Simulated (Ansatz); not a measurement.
SnO2 (rutile)

```
SnO2
1.0
    4.75991     0.00000     0.00000
    0.00000     4.75991     0.00000
    0.00000     0.00000     3.20075
Sn O
2 4
Direct
  0.00000   0.00000   0.00000
  0.50000   0.50000   0.50000
  0.30591   0.30591   0.00000
  0.80591   0.19409   0.50000
  0.19409   0.80591   0.50000
  0.69409   0.69409   0.00000
```

Grid over V/V₀ and (c/a)/(c/a)₀, subscript 0 meaning the relaxed cell; the conventional c axis lies along z; no internal relaxation.

Computed with r2SCAN (plane waves to 500 eV, PAW, scalar-relativistic; Ansatz, a first-principles code). k mesh 7×7×10 (Γ-centred), Fermi-Dirac smearing 0.05 eV. E stands for the smeared free energy. Compression counts positive. As the atoms are clamped, bonds stretch with the cell, which overstates energies and stresses. SnO2 was relaxed with its symmetry unable to fall. The zero of ΔE is the relaxed starting cell.

ΔE (eV/atom), with V/V₀ across and (c/a)/(c/a)₀ down:

```tsv
(c/a)/(c/a)₀ \ V/V₀	0.920	0.960	1.000	1.040	1.080
0.880	0.2210	0.1464	0.1077	0.0979	0.1112
0.940	0.1063	0.0480	0.0240	0.0273	0.0525
1.000	0.0612	0.0141	0.0000	0.0121	0.0450
1.060	0.0681	0.0277	0.0193	0.0362	0.0733
1.120	0.1139	0.0761	0.0695	0.0879	0.1259
```

σxx (GPa), with V/V₀ across and (c/a)/(c/a)₀ down:

| (c/a)/(c/a)₀ \ V/V₀ | 0.920 | 0.960 | 1.000 | 1.040 | 1.080 |
|---|---|---|---|---|---|
| 0.880 | 15.1 | 4.4 | -4.0 | -10.7 | -15.9 |
| 0.940 | 17.2 | 6.4 | -2.2 | -9.0 | -14.3 |
| 1.000 | 19.9 | 8.8 | 0.0 | -7.0 | -12.6 |
| 1.060 | 23.1 | 11.7 | 2.5 | -4.8 | -10.6 |
| 1.120 | 26.9 | 15.0 | 5.4 | -2.2 | -8.3 |

Summary:

| Quantity | Result |
|---|---|
| Modulus against c/a change at fixed volume, (3/4V)·∂²E/∂(ln c/a)² (fit, atoms clamped) | 119 GPa, an upper bound as the atoms could relax |
| Lowest place on the grid | V/V₀ = 1.000, (c/a)/(c/a)₀ = 1.000 (0.0 meV/atom) |
| Highest place on the grid | V/V₀ = 0.920, (c/a)/(c/a)₀ = 0.880 (221.0 meV/atom) |

(A scan under strain: stresses follow from slopes of the energy per volume, elastic moduli from its curvatures.)
